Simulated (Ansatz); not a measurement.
Here is the system:

SiO$_{2}$:
```
SiO2
1.0
   -2.62367     4.75377     4.45166
    2.62367    -4.75377     4.45166
    2.62367     4.75377    -4.45166
Si O
4 8
Direct
  0.92771   0.84421   0.08350
  0.07229   0.15579   0.91650
  0.26072   0.84421   0.41650
  0.73928   0.15579   0.58350
  0.12807   0.87807   0.25000
  0.87193   0.12193   0.75000
  0.79062   0.50000   0.79062
  0.20938   0.50000   0.20938
  0.20938   0.00000   0.70938
  0.79062   0.00000   0.29062
  0.00000   0.00000   0.00000
  0.50000   0.00000   0.50000
```

This is the r²SCAN-relaxed structure. Cartesian axes are those of the cell as given.

Problem. All from DFT-r²SCAN in the program Ansatz with PAW potentials, unless another level is named. Predict the highest zone-centre frequency (without LO–TO term).

Solution. 1261 cm⁻¹.

Problem. Next, the elastic constants (relaxed ions, GPa)?

Solution. C11 = 207, C22 = 44.5, C33 = 212, C12 = 48.6, C13 = 112, C23 = 86.3, C44 = 50.2, C55 = 20.5, C66 = -8.8.

Space group Imma. The first step of the workflow began from a Materials Project structure, measured or hypothetical; the Crystallography Open Database copy checked does not list it. It is not the phase usual at ambient conditions (space group No. 92, 152, 154). The cell was relaxed with r²SCAN under the symmetry of its start. At this level the phase is dynamically unstable (imaginary phonons).

Potentials: the earlier of the program's two PAW sets.
